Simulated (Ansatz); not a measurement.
## Convergence of Ga$_{3}$Se with the ratio of density to wavefunction cutoff

Computed with Ansatz 0.2.0, DFT PBEsol, scalar-relativistic, plane waves, PAW.

```
Ga Se
1.0
     4.43246    0.00000    0.00000
     0.00000    4.43246    0.00000
     0.00000    0.00000    4.43246
Ga Se
3 1
Direct
  0.00000 0.50000 0.50000
  0.50000 0.00000 0.50000
  0.50000 0.50000 0.00000
  0.00000 0.00000 0.00000
```

| Item | Value |
| --- | --- |
| plane-wave cutoff | 420 eV |
| Γ-centred k-mesh | 10×10×10 |
| occupation rule | Gaussian smearing, 0.1 eV |
| spin treatment | unpolarised |
| valence charge of the PAW sets | Ga 13, Se 16 |

The atoms are held and the ratio of density to wavefunction cutoff is swept. Energies are extrapolated to zero smearing and count from the reference run, 9. The cell isn't necessarily relaxed at this level. Pressure is positive in compression.

| ratio | ΔE (meV/atom) | P (GPa) |
| --- | --- | --- |
| 2 | -10.9 | -3.14 |
| 3 | ? | ? |
| 9 | 0.00 | -3.65 |

(1) Fill in the withheld rows.

Answers

(1) The withheld rows:

```csv
ratio,ΔE (meV/atom),P (GPa)
3,-0.17,-3.64
```

Cost: 3 runs of about 0.52 core-minutes in all, on Arm Neoverse V2 (shared hosts).